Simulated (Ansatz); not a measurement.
ZrB2 in space group P6_3/mmc (No. 194; Zr on 2c, B on 4f) under volume change, plane-wave PAW PBE (Ansatz code), shape and atoms relaxed at each volume.

```tsv
V (Å³/atom)	E − E(relaxed) (meV/atom)	P (GPa)
10.645	[?]	[?]
10.996	24.3	11.64
11.347	5.8	5.41
11.698	0.0	-0.01
12.049	[?]	[?]
12.400	20.0	-8.71
12.751	43.0	-12.27
```

**Question.** Complete the blanks.

**Answer.** 
- 12.049, E − E(relaxed) (meV/atom): 5.2
- 12.049, P (GPa): -4.66
- 10.645, E − E(relaxed) (meV/atom): 57.5
- 10.645, P (GPa): 18.81

**Question.** What does a third-order Birch–Murnaghan fit give for V₀, B₀ and B′?

**Answer.** V₀ = 11.70 Å³/atom, B₀ = 167 GPa, B′ = 3.7.

The start of the workflow was typed in or built on a structure type; neither database checked (COD, Materials Project) lists it. It is not the phase usual at ambient conditions (space group No. 191). The PBE relaxation kept the symmetry of its start; its stability against distortions is not shown here. No spin polarisation was allowed.

Potentials: the earlier of the program's two PAW sets.
